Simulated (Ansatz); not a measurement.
Relaxed-ion elastic tensor of Ca (fcc (Cu type), Fm-3m) in GPa (Voigt order), PBE (plane waves, PAW; program Ansatz); density 1.58 g/cm³, 42.18 Å³ per atom.

```json
[
 {"": "1", "1": "22.2", "2": "15.1", "3": "15.1", "4": "0.0", "5": "0.0", "6": "0.0"},
 {"": "2", "1": "15.1", "2": "22.2", "3": "15.1", "4": "0.0", "5": "0.0", "6": "0.0"},
 {"": "3", "1": "15.1", "2": "15.1", "3": "22.2", "4": "0.0", "5": "0.0", "6": "0.0"},
 {"": "4", "1": "0.0", "2": "0.0", "3": "0.0", "4": "15.7", "5": "0.0", "6": "0.0"},
 {"": "5", "1": "0.0", "2": "0.0", "3": "0.0", "4": "0.0", "5": "15.7", "6": "0.0"},
 {"": "6", "1": "0.0", "2": "0.0", "3": "0.0", "4": "0.0", "5": "0.0", "6": "15.7"}
]
```

**Question.** Is the crystal mechanically stable?

**Answer.** Yes: the smallest eigenvalue of C is 7.2 GPa.

**Question.** Work out the Voigt, Reuss and Hill averages.

**Answer.** K_V = 17.5, K_R = 17.5, K_H = 17.5; G_V = 10.9, G_R = 6.7, G_H = 8.8 GPa.

**Question.** Give Young's modulus, Poisson's ratio, Pugh's ratio and the universal anisotropy index.

**Answer.** E = 9KG/(3K + G) = 22.5 GPa; ν = 0.28; K/G = 1.99 (ductile by the Pugh limit of 1.75); A_U = 5G_V/G_R + K_V/K_R − 6 = 3.16.

**Question.** Estimate the sound speeds and the Debye temperature.

**Answer.** v_l = √((K + 4G/3)/ρ) = 4300 m/s, v_t = √(G/ρ) = 2360 m/s, mean 2630 m/s; Θ = (h/k)(3n/4πV)^(1/3) v_m = 225 K.

**Question.** Give the Zener ratio and Young's modulus along [100], [110] and [111].

**Answer.** A = 2C44/(C11 − C12) = 4.40; 1/E = S11 − 2(S11 − S12 − S44/2)Γ with Γ = 0, 1/4, 1/3 gives 10.0, 22.0, 36.3 GPa.

The cell was relaxed with PBE under the symmetry of its start. As this level gives no gap, shear constants depend on the k-mesh and smearing (Fermi–Dirac, 0.1 eV here).

Potentials: the earlier of the program's two PAW sets.
